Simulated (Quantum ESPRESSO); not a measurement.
**Band energies of NaTaO3**

```
NaTaO3
1.0
    5.47713     0.00000     0.00000
    0.00000     5.47713     0.00000
    0.00000     0.00000     3.95914
O Na Ta
6 2 2
Direct
  0.69662   0.19662   0.00000
  0.30338   0.80338   0.00000
  0.80338   0.69662   0.00000
  0.19662   0.30338   0.00000
  0.00000   0.00000   0.50000
  0.50000   0.50000   0.50000
  0.00000   0.50000   0.50000
  0.50000   0.00000   0.50000
  0.00000   0.00000   0.00000
  0.50000   0.50000   0.00000
```

LDA (Quantum ESPRESSO, PseudoDojo norm-conserving, 88 Ry, no spin-orbit coupling); path ΓXMΓZRAZ,XR,MA; energies in eV from the valence-band maximum.

```csv
k (1/Å),point,band 36,band 37,band 38,band 39,band 40,band 41,band 42,band 43
0.00,Γ,-0.97,-0.78,-0.62,-0.59,-0.59,2.27,2.27,2.59
0.57,X,-1.58,-1.33,-1.33,-0.58,-0.58,3.74,3.74,3.84
1.15,M,-1.56,-0.84,-0.84,-0.81,-0.81,2.41,2.41,4.79
1.76,,-1.11,-0.97,-0.84,-0.76,-0.52,2.29,2.74,3.06
1.96,Γ,-0.97,-0.78,-0.62,-0.59,-0.59,2.27,2.27,2.59
2.36,,-0.64,-0.64,-0.58,-0.56,-0.56,2.64,3.77,3.77
2.75,Z,-0.61,-0.61,-0.55,0.00,0.00,2.68,5.12,5.12
2.94,,-1.08,-0.72,-0.50,-0.08,-0.05,3.07,5.16,5.19
3.33,R,-0.74,-0.64,-0.64,-0.45,-0.45,4.73,4.73,5.62
3.52,,-1.04,-0.89,-0.89,-0.28,-0.28,4.80,4.80,5.41
3.90,A,-1.80,-1.55,-1.55,-0.08,-0.08,4.88,4.88,5.20
4.39,,-1.13,-0.83,-0.57,-0.35,-0.02,3.66,5.14,5.44
4.71,Z,-0.61,-0.61,-0.55,0.00,0.00,2.68,5.12,5.12
4.71,X,-1.58,-1.33,-1.33,-0.58,-0.58,3.74,3.74,3.84
5.19,,-0.85,-0.67,-0.67,-0.51,-0.51,4.63,4.63,4.90
5.50,R,-0.74,-0.64,-0.64,-0.45,-0.45,4.73,4.73,5.62
5.50,M,-1.56,-0.84,-0.84,-0.81,-0.81,2.41,2.41,4.79
5.90,,-1.54,-1.35,-1.35,-0.60,-0.60,3.87,3.87,4.85
6.30,A,-1.80,-1.55,-1.55,-0.08,-0.08,4.88,4.88,5.20
```

The LDA gap is indirect, 2.27 eV, from Z to Γ; the smallest direct gap is 2.68 eV.

Spin-orbit coupling is left out, which matters for elements this heavy: edges can move by tenths of an eV.

Geometry of the Materials Project entry, not relaxed at this level.

This is not the ordinary phase of the substance.
